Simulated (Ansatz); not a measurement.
ZrSi3O8 on the sites of the anatase structure (relaxed group Cm): a field-response calculation (clamped ions) in the plane-wave code Ansatz (r2SCAN). The cell was relaxed beforehand with r2SCAN.

input.yaml:
```yaml
crystal:
  lattice:
    - [4.8386749334, -1.8110614523, 0.0222727493]
    - [4.8386749334, 1.8110614523, 0.0222727493]
    - [-2.5636636763, 0.0, 6.7938350381]
  atoms:
    - { symbol: Zr, position: [-0.0075633753, -0.0075633753, 0.0079040027] }
    - { symbol: Si, position: [0.2665602671, 0.2665602671, 0.3842614597] }
    - { symbol: O, position: [0.4630437768, 0.4630437768, 0.4809643117] }
    - { symbol: O, position: [0.2237154203, 0.2237154203, 0.1157254519] }
    - { symbol: O, position: [0.0653629192, 0.0653629192, 0.3021325843] }
    - { symbol: O, position: [0.8110382692, 0.8110382692, 0.4047237218] }
    - { symbol: Si, position: [0.0111306661, 0.0111306661, 0.5060425243] }
    - { symbol: Si, position: [0.2337541163, 0.2337541163, 0.8584982718] }
    - { symbol: O, position: [0.4196695528, 0.4196695528, 0.9459733326] }
    - { symbol: O, position: [0.2135380568, 0.2135380568, 0.6059017059] }
    - { symbol: O, position: [0.0444622306, 0.0444622306, 0.7573899889] }
    - { symbol: O, position: [0.7552881002, 0.7552881002, 0.8804826446] }
kpoints:
  mp_grid: { grid: [6, 6, 4] }
hamiltonian:
  xc: r2scan
scf:
  occupations: { method: fixed }
dielectric: {}
```

Wall time 120 s on 1 × NVIDIA H100 80GB HBM3 with 2 threads of AMD EPYC 7R13 Processor (Zen 3), on a shared host, load about 2.0 per core; peak host memory 4 GiB.

Abridged output:
```
Functional definition: r2SCAN
Crystal: 12 atoms, lattice volume = 119.277 Å³
Basis set: ecut = 500 eV, 3061 PW (Γ)
Bands: 48, of which v1, the nominal top of the filled ones, is band 36 counted from 1 (35 counted from 0)
Symmetry: 2 space group operations
k-points: 76 of 144 (irreducible under 1 space group operation, time reversal used)
preconditioner: auto → Resta (q_TF=auto, 2.508 Å⁻¹)  ε∞=3.5  [insulator: Δε(μ)=4.818 eV  ℏωp=28.4 eV]
SCF 1 converged in 11 iterations: F = -10674.466423 eV  dr2 = 4.01e-11
SCF 1 converged in 5 iterations: F = -10674.151769 eV  dr2 = 2.26e-8
SCF converged after 11 iterations
Free energy (F): -10674.466423 eV
Fermi energy:    8.027965 eV
--- Band table (eV; the first three rows and the last of 76) ---
  k-point 0: bands = […, 6.2628, 6.3849, 6.7029, 7.0261, 7.2103, 7.3148, 12.8368, 13.2234, 13.9503, 15.9819, …]
  k-point 1: bands = […, 6.3031, 6.4847, 6.7525, 6.9452, 7.0684, 7.3000, 12.8785, 13.3475, 14.1495, 15.8173, …]
  k-point 2: bands = […, 6.3138, 6.6768, 6.7642, 6.8081, 6.9126, 7.3150, 12.9196, 13.3978, 14.5461, 15.5264, …]
  k-point 75: bands = […, 6.4982, 6.6278, 6.8254, 6.9527, 7.0576, 7.2658, 12.8102, 12.8750, 15.2659, 15.7001, …]
--- Dielectric response (ions clamped): 3 representative field directions + reference, inside a basis on a mesh of 144 k-points ---
  ε∞ (high-frequency dielectric tensor):
        3.503765     0.000000     0.094427
        0.000000     3.493309     0.000000
        0.094427     0.000000     3.472945
  Born effective charges Z* (e; rows j = field, columns β = displacement):
    site 0:
         4.71904    0.00000    0.15947
         0.00000    5.18820    0.00000
         0.18595    0.00000    4.60775
    site 1:
         3.79959    0.00000    0.15348
         0.00000    3.91823    0.00000
         0.12893    0.00000    4.19018
    site 2:
        -1.87322    0.00000   -0.29032
         0.00000   -2.71722    0.00000
        -0.23937    0.00000   -1.45418
    site 3:
        -2.38500    0.00000    0.18708
         0.00000   -1.20414    0.00000
        -0.04951    0.00000   -2.74575
    site 4:
        -2.02793    0.00000    0.24222
         0.00000   -1.12915    0.00000
         0.19964    0.00000   -3.11288
    site 5:
        -1.80962    0.00000   -0.28785
         0.00000   -2.74892    0.00000
        -0.28489    0.00000   -1.40943
    site 6:
         4.03322    0.00000    0.08892
         0.00000    3.95434    0.00000
        -0.11957    0.00000    4.38524
    site 7:
         3.86110    0.00000   -0.17595
         0.00000    4.08736    0.00000
        -0.09844    0.00000    3.93650
    site 8:
        -1.87814    0.00000   -0.33975
         0.00000   -3.95724    0.00000
        -0.33926    0.00000   -1.12451
    site 9:
        -2.07913    0.00000    0.22555
         0.00000   -1.25316    0.00000
         0.39895    0.00000   -2.86566
    site 10:
        -2.19197    0.00000    0.38387
         0.00000   -1.24164    0.00000
         0.58452    0.00000   -3.03969
    site 11:
        -2.16794    0.00000   -0.34672
         0.00000   -2.89665    0.00000
        -0.36693    0.00000   -1.36757
  ε∞ is read to err by 1.6e-2, Z* by 2.0e-2 e
```

The rows of the band table are 0: (0, 0, 0) = Γ, 1: (0, 0, 1/4), 2: (0, 0, -1/2) = A, 75: (-1/2, -1/2, -1/2) = M₂.

The clamped-ion dielectric constant comes out as a tensor with principal values 3.39, 3.49, 3.58. Born charges, averaged over directions: Zr +4.84, Si +3.96 to +4.12, O -2.32 to -1.99 e. The program notes that the ground state's band table doesn't vouch for all the bands that the response reads.

The calculation is spin-unpolarised, and the structure need not be a phase that has been made.

The runs are scalar-relativistic, without spin-orbit coupling.
